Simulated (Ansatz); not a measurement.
A distorted cell of Os (hcp, Mg type):

```xyz
4
Lattice="5.5097 0.0000 0.0000 -1.3774 2.3858 0.0000 0.0000 0.0000 4.3444" Properties=species:S:1:pos:R:3 pbc="T T T"
Os    -0.1039     1.5305     3.2583
Os     2.8588     1.6505     3.2583
Os     1.4814     0.8553     1.0861
Os     4.0284     0.7353     1.0861
```

The numbers are results of PBE (plane waves to 420 eV, PAW, scalar-relativistic; Ansatz, a program for electronic structure), not measurements. k mesh 19×19×11 (Γ-centred), Fermi-Dirac smearing 0.05 eV. Stress and pressure are positive under compression. With partly filled bands, energies and forces of such displacements shift with the k mesh and the smearing. Os is run without spin polarisation. Os was relaxed with its symmetry unable to fall. Spin-orbit coupling is left out, though Os is heavy. The PAW data are Ansatz's earlier set.

Question: What forces act on the atoms (eV/Å, Cartesian)?

Answer: 
```csv
atom,Fx,Fy,Fz
Os1,2.569,1.483,0.000
Os2,-2.363,-1.364,0.000
Os3,-2.569,-1.483,0.000
Os4,2.363,1.364,0.000
```

Question: Give the stress tensor in GPa and the pressure.

Answer: 
```
   13.0      3.4      0.0
    3.4      9.1      0.0
    0.0      0.0      3.3
```
The pressure, a third of the trace, is 8.5 GPa.

(A displaced cell: forces are minus the slopes of the energy, force constants its curvatures, and phonons follow from these.)
